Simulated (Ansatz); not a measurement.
Tl2SnCl6:
```xyz
9
Lattice="0.0000 4.9644 4.9644 4.9644 0.0000 4.9644 4.9644 4.9644 0.0000" Properties=species:S:1:pos:R:3 pbc="T T T"
Tl     7.4466     7.4466     7.4466
Tl     2.4822     2.4822     2.4822
Sn     0.0000     0.0000     0.0000
Cl     4.9644     4.9644     7.4888
Cl     4.9644     4.9644     2.4400
Cl     7.4888     4.9644     4.9644
Cl     2.4400     4.9644     4.9644
Cl     4.9644     7.4888     4.9644
Cl     4.9644     2.4400     4.9644
```

Relaxed with r²SCAN+D4. Special points in fractions of this cell's reciprocal vectors: Γ (0.000, 0.000, 0.000); X (0.500, 0.000, 0.500); U (0.625, 0.250, 0.625); K (0.375, 0.375, 0.750); L (0.500, 0.500, 0.500); W (0.500, 0.250, 0.750).

Problem. List the band energies nearest the valence-band maximum at these points for r²SCAN+D4 with spin–orbit coupling in the plane-wave PAW code Ansatz.

Solution. In eV from the valence-band maximum; about four levels below and three above (degenerate sets whole), none deeper than 8.9 eV; points with the same levels are listed once.

| k | below | above |
|---|---|---|
| Γ | 0.00 0.00 0.00 0.00 | 2.89 2.89 6.01 6.01 |
| X | -0.02 -0.02 -0.01 -0.01 | 4.05 4.05 4.57 4.57 |
| U | -0.16 -0.16 -0.14 -0.14 | 4.06 4.06 4.76 4.76 |
| L | -0.32 -0.32 -0.27 -0.27 | 3.85 3.85 4.87 4.87 |
| W | -0.22 -0.22 -0.20 -0.20 | 4.09 4.09 4.86 4.86 |

Space group Fm-3m. The first step of the workflow began from a Materials Project structure, measured or hypothetical; the Crystallography Open Database files this formula in space group No. 225, but the cells were not matched. Whether it is the stable phase at ambient conditions was not checked. The cell was relaxed with r²SCAN+D4 under the symmetry of its start; its stability against distortions is not shown here.

Potentials: the later of the program's two PAW sets.
